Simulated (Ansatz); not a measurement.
**HfTaN2: how the energy converges with the cutoff**

HfTaN2, R-3m, a = 3.173 Å, c = 15.403 Å. The structure is a Materials Project entry; whether it is the stable form wasn't checked. Ansatz: PBEsol, PAW, cutoff varied, Γ-centred 15×15×15 mesh on 4 atoms, Gaussian smearing 0.10 eV; no spin polarisation. Single points at one geometry, the cutoff alone changed; ΔE is the energy at zero smearing over the run at 500 eV. The runs up to 350 eV lie under the cutoff recommended for these PAW datasets.

```tsv
cutoff (eV)	ΔE (meV/atom)
250	?
300	165.71
350	37.99
420	2.92
```

Question: Assume ΔE falls exponentially with the cutoff, fit y = ln ΔE against x, the cutoff in eV, to the other rows, and predict the missing value.

Answer: y = 5.110, 3.637, 1.072. Means x = 356.7, y = 3.2730; Σ(Δx)² = 7267, ΣΔxΔy = -245.9; the slope is their ratio. y = 15.34 − 0.03384 x, a factor of ten per 68 eV. At 250 eV this gives ΔE = 972.63 meV/atom. The run gave 788.59, a ratio of 1.23. Between neighbouring rows the decay runs from a factor of ten per 63 eV to one per 78 eV, so one exponential is only a rough guide. The reference at 500 eV isn't the complete basis: by the fit it lies 0.21 meV/atom above it, and every ΔE is lowered by that much, or by more if the decay slows beyond the rows, as it often does.